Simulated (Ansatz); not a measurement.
The start is a generated trial cell of Au in the AFLOW prototype A_cI16_220_c (as in Li). The cell and all atomic positions are relaxed at zero pressure with r2SCAN (plane waves to 500 eV, PAW, scalar-relativistic; Ansatz, a program for electronic structure). The first steps use a 10×10×10 k-mesh.

Initial structure:
```
Au
1.0
   -3.23830     3.23830     3.23830
    3.23830    -3.23830     3.23830
    3.23830     3.23830    -3.23830
Au
8
Cartesian
  1.30180   1.30180   1.30180
 -1.30180   1.93650   1.30180
  1.93650   1.30180  -1.30180
  1.30180  -1.30180   1.93650
  2.92094   2.92094   2.92094
  0.31735   3.55565  -0.31735
  3.55565  -0.31735   0.31735
 -0.31735   0.31735   3.55565
```

Initial pressure: +12.4 GPa (positive: the cell is compressed)
Largest initial force: 0.63 eV/Å, on Au1, Au2, Au3, Au4, Au5, Au6, Au7, Au8 (atoms numbered as listed)
Outcome: The space group goes from I-43d (No. 220) to Im-3m (No. 229); the end is bcc (W type), with 1 atom in the primitive cell
Energy released: 0.08 eV/atom
Volume change: +3.5 %, from 16.98 to 17.58 Å³/atom
Shortest distances (start → end): The closest pairs of elements (up to four, under 3.6 Å), start → end: Au–Au 2.68 → 2.84 Å
Band gap at the end: no gap (metallic)
Optimiser moves: 15

It ends as:

```cif
data_Au2
_chemical_formula_sum 'Au2'
_space_group_name_H-M_alt 'Im-3m'
_space_group_IT_number 229
_space_group_name_Hall '-I 4 2 3'
_cell_length_a 3.27582
_cell_length_b 3.27582
_cell_length_c 3.27582
_cell_angle_alpha 90.000
_cell_angle_beta 90.000
_cell_angle_gamma 90.000
loop_
_atom_site_label
_atom_site_type_symbol
_atom_site_symmetry_multiplicity
_atom_site_Wyckoff_symbol
_atom_site_fract_x
_atom_site_fract_y
_atom_site_fract_z
_atom_site_occupancy
Au1 Au 2 a 0.00000 0.00000 0.00000 1
```
(The calculation used a cell of 1 atom; values per cell refer to that cell.)

No spin polarisation in the result.

The run could not lose the symmetry of its start, so the end can be a saddle point.

The relaxed structure here is a generated cell of Au: the first start was made by placing the elements on the sites of a structure type, and the end was not matched to a known phase here, so it may be hypothetical. Known forms of Au include space group No. 225.
